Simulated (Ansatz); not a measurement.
A geometry of SnSe away from equilibrium: the start of the relaxation of a generated cell, SnSe placed in the GeS structure type. Level of theory: PBE (plane waves to 420 eV, PAW, scalar-relativistic; Ansatz, a quantum-chemistry and plane-wave program). Γ-centred k-mesh 2×6×5 on the run's cell (coarser than for final values), Fermi–Dirac smearing 0.05 eV.

```xyz
8
Lattice="11.7920 0.0000 0.0000 0.0000 4.0996 0.0000 0.0000 0.0000 4.8429" Properties=species:S:1:pos:R:3:forces:R:3 pbc="T T T" free_energy=-45976.898 pressure_GPa=1.2
Sn     1.4398     1.0249     0.6184   -0.2433    0.0000   -0.2745
Sn     4.4562     3.0747     3.0399    0.2433    0.0000   -0.2745
Sn    10.3522     3.0747     4.2245    0.2433    0.0000    0.2745
Sn     7.3358     1.0249     1.8030   -0.2433    0.0000    0.2745
Se    10.0173     1.0249     2.4326    0.1391    0.0000   -0.2991
Se     7.6707     3.0747     0.0111   -0.1391    0.0000   -0.2991
Se     1.7747     3.0747     2.4103   -0.1391    0.0000    0.2991
Se     4.1213     1.0249     4.8318    0.1391    0.0000    0.2991
```

Positions in Å, forces in eV/Å, free energy of the cell in eV (comparable only within this code, potentials and settings). Largest force: 0.37 eV/Å, on Sn1, Sn2, Sn3, Sn4 (atoms numbered as listed); the geometry lies 0.01 eV/atom above the end of its relaxation.

No spin polarisation in the result.

The run could not lose the symmetry of its start.
